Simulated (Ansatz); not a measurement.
Relaxed candidate structures of NaF:

A. P6₃/mmc (No. 194), hP4, NiAs type; a = b = 3.1781 Å, c = 5.5664 Å, α = β = 90.00°, γ = 120.00°; Na 2a (0.000, 0.000, 0.000); F 2c (0.333, 0.667, 0.250)

B. Fm-3m (No. 225), cF8, rock salt type; a = b = c = 4.5943 Å, α = β = γ = 90.00°; F 4a (0.000, 0.000, 0.000); Na 4b (0.500, 0.500, 0.500)

C. F-43m (No. 216), cF8, zinc blende type; a = b = c = 5.063 Å, α = β = γ = 90.00°; F 4d (0.750, 0.750, 0.750); Na 4a (0.000, 0.000, 0.000)

**Question.** Put the candidates in order of energy per atom, lowest first, for r2SCAN (plane waves to 500 eV, PAW, scalar-relativistic; Ansatz, a first-principles code).

**Answer.** B (reference, the lowest of the structures calculated here), A (+0.046 eV/atom), C (+0.138 eV/atom)

**Question.** Give each candidate's band gap.

**Answer.** No candidate is metallic. A: 7.18 eV (no spin-orbit coupling); B: 7.28 eV (no spin-orbit coupling); C: 6.26 eV (no spin-orbit coupling).

Each run could gain symmetry but not lose that of its start, so entries can be saddle points. From databases, or of a type measured for this composition: Fm-3m, cF8, rock salt type; the others are generated cells (placed on structure types, drawn at random, substituted or restacked) that were not matched to a known phase here. Static energies at zero pressure. No spin polarisation in the result.
